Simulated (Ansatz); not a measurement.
LuSi₂: stiffness from a series of strains

```yaml
crystal:
  lattice:
    - [3.75000, 0.00000, 0.00000]
    - [-1.87500, 3.24760, 0.00000]
    - [0.00000, 0.00000, 4.05000]
  atoms:
    - { symbol: Lu, position: [0.00000, 0.00000, 0.00000] }
    - { symbol: Si, position: [0.33333, 0.66667, 0.50000] }
    - { symbol: Si, position: [0.66667, 0.33333, 0.50000] }
```

Atoms are numbered in the order listed.

The cell comes from COD entry 4344350, which wasn't checked; take it as a given geometry.

No spin–orbit coupling, which matters for the heavy atoms here.

Computed with DFT, PBEsol, all-electron LAPW, scalar-relativistic in Ansatz 0.2.0.

Sampling and basis: a Γ-centred 13×13×10 k mesh, Fermi–Dirac smearing of 0.05 eV, basis error target 0.5 meV/atom, no spin polarisation.

The strain is applied along the Cartesian axes of the cell as listed (the other components stay zero). Fractional coordinates are held (clamped ions).

σ is the change of stress from the unstrained cell, which is at 13.15 GPa; tension is positive, so slopes are stress–strain coefficients at that pressure. In a metal the k mesh adds noise.

Only quantities that a quadratic follows smoothly over the whole series are listed; rougher ones are left out.

```csv
εzz,σzz (GPa),σxx (GPa)
-0.0200,-3.06,-1.65
0.0000,0.00,0.00
0.0100,1.41,0.76
0.0200,2.73,1.47
```

Task: Fit the series and read off the stiffness at zero strain.

Result: Least-squares fits y = p0 + p1 x + p2 x² to the rows give σzz (GPa): p1 = 145, p2 = -420; σxx (GPa): p1 = 78, p2 = -230. So C33 = 145 GPa and C13 = 78 GPa, for these axes.

Task: One run, at εzz = -0.0100, is withheld. Predict its row.

Result: The fits give -1.49, -0.80; the run gave -1.48, -0.80.
